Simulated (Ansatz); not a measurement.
Phonon spectrum of GaSb₃

Level of theory: DFT PBE, scalar-relativistic, plane waves, PAW (Ansatz 0.2.0). Cutoff 420 eV, 12×12×2 k-points (Γ-centred), Gaussian smearing of 0.10 eV. No spin polarisation. Phonons by linear response, acoustic sum rule imposed.

Equilibrium structure at this level:
```
CELL_PARAMETERS angstrom
4.39807 0.00000 0.00000
-2.19904 3.80884 0.00000
0.00000 0.00000 14.81322
ATOMIC_POSITIONS crystal
Ga 0.33333 0.66667 0.06485
Ga 0.66667 0.33333 0.30748
Sb 0.00000 0.00000 0.99968
Sb 0.33333 0.66667 0.24908
Sb 0.66667 0.33333 0.49270
Sb 0.00000 0.00000 0.59285
Sb 0.33333 0.66667 0.74034
Sb 0.66667 0.33333 0.84401
```

It was reached by relaxing an invented guess, and it needn't be the stable form of this composition. In a metal, frequencies and elastic constants depend on the k mesh and the smearing, soft modes and shear constants most. Spin–orbit coupling is left out, which matters for heavy elements. The q mesh is coarse, so values between its points are rough.

Force constants from linear response on a 2×2×1 q mesh.

Path: Γ–M–K–Γ–A–L–H–A | L–M | H–K. Only the points of the 2×2×1 mesh were computed; the rest is interpolation, which is rough on so few points. On the mesh no mode is imaginary. Distance along the path (Å⁻¹), then the branches (cm⁻¹, negative for imaginary):
```
0.000  0 0 0 19 19 36 36 48 48 63 66 104 113 113 142 142 144 154 177 182 182 189 208 208
0.206  -5 15 27 32 39 40 46 47 55 62 69 103 115 118 140 141 142 150 175 181 182 187 206 207
0.412  21 30 36 44 48 50 50 58 65 74 86 104 119 125 135 137 139 144 171 179 180 185 203 203
0.619  34 36 43 47 51 56 56 63 73 79 105 113 116 122 134 134 136 147 170 177 178 184 196 200
0.825  36 44 45 51 53 53 59 66 72 77 114 114 115 121 131 134 136 150 170 178 180 182 190 198
0.944  38 44 45 54 54 56 61 66 72 77 113 115 116 121 130 135 136 149 168 178 179 182 188 199
1.063  38 45 49 57 60 61 64 70 73 78 113 114 120 122 128 133 135 146 165 178 179 181 186 200
1.182  39 44 50 60 62 63 71 75 77 82 112 114 123 124 127 130 135 143 161 177 179 180 185 201
1.301  40 43 49 59 63 64 75 77 77 85 111 114 124 126 126 128 135 142 160 176 178 180 184 201
1.539  35 45 52 57 58 63 65 72 73 78 107 113 122 125 130 132 135 142 164 175 179 184 188 202
1.777  26 39 42 46 49 52 56 65 70 71 90 105 121 127 133 137 137 142 170 177 180 185 199 204
2.015  -5 22 26 37 40 43 46 51 56 62 70 102 116 119 139 141 142 149 174 180 183 187 206 207
2.253  0 0 0 19 19 36 36 48 48 63 66 104 113 113 142 142 144 154 177 182 182 189 208 208
2.307  -6 -6 8 20 20 35 35 49 49 58 70 104 113 113 142 142 144 154 177 182 182 189 208 208
2.360  -9 -9 16 23 23 33 33 50 50 51 75 103 113 113 142 142 145 153 178 182 182 189 208 208
2.413  -10 -10 23 24 24 30 30 44 52 52 79 101 113 113 142 142 146 152 178 182 182 189 208 208
2.466  -11 -11 25 25 27 30 30 40 52 52 80 101 113 113 142 142 147 152 178 182 182 188 208 208
2.672  12 21 29 32 36 36 45 48 50 58 79 100 116 118 140 141 144 148 175 181 183 187 206 207
2.878  29 31 36 40 42 51 52 59 63 75 87 104 119 124 135 137 139 144 171 179 180 185 203 203
3.084  36 38 42 46 50 57 58 61 67 85 105 113 116 122 134 134 136 148 169 177 178 184 196 200
3.290  36 40 45 51 52 56 61 64 69 82 110 113 117 121 132 135 136 151 170 177 179 182 190 198
3.409  39 40 48 52 55 56 63 64 69 82 110 114 117 121 132 135 135 150 169 178 179 182 188 199
3.528  40 45 50 56 60 61 64 70 72 81 112 114 119 122 130 133 135 146 165 178 179 181 186 200
3.647  40 45 50 57 63 64 68 74 78 82 112 115 122 124 127 130 135 143 161 177 179 180 185 201
3.767  40 45 50 57 63 65 72 77 78 85 111 116 124 126 126 128 135 142 160 176 178 180 184 201
4.005  38 45 52 55 58 61 65 71 75 78 107 113 122 125 130 132 135 142 164 175 179 184 188 202
4.243  30 39 40 44 48 54 58 61 71 71 90 105 121 127 133 137 138 142 170 177 180 185 199 204
4.481  17 23 29 33 35 44 47 49 53 59 79 101 116 119 139 141 144 147 175 180 183 186 206 207
4.719  -11 -11 25 25 27 30 30 40 52 52 80 101 113 113 142 142 147 152 178 182 182 188 208 208
4.745  36 40 45 51 52 56 61 64 69 82 110 113 117 121 132 135 136 151 170 177 179 182 190 198
4.798  36 41 45 51 52 56 60 64 70 81 111 113 117 121 132 135 136 151 170 177 179 182 190 198
4.851  36 42 45 51 52 55 60 65 70 79 112 113 116 121 131 135 136 150 170 177 180 182 190 198
4.904  36 43 45 51 53 54 59 66 72 77 114 114 116 121 131 134 136 150 170 178 180 182 190 198
4.931  40 45 50 57 63 65 72 77 78 85 111 116 124 126 126 128 135 142 160 176 178 180 184 201
4.984  40 45 50 57 63 65 72 77 78 85 111 116 124 126 126 128 135 142 160 176 178 180 184 201
5.037  40 44 50 58 64 64 73 77 78 85 111 115 124 126 126 128 135 142 160 176 178 180 184 201
5.090  40 43 49 59 63 64 74 77 77 85 111 115 124 126 126 128 135 142 160 176 178 180 184 201
5.143  40 43 49 59 63 64 75 77 77 85 111 114 124 126 126 128 135 142 160 176 178 180 184 201
```
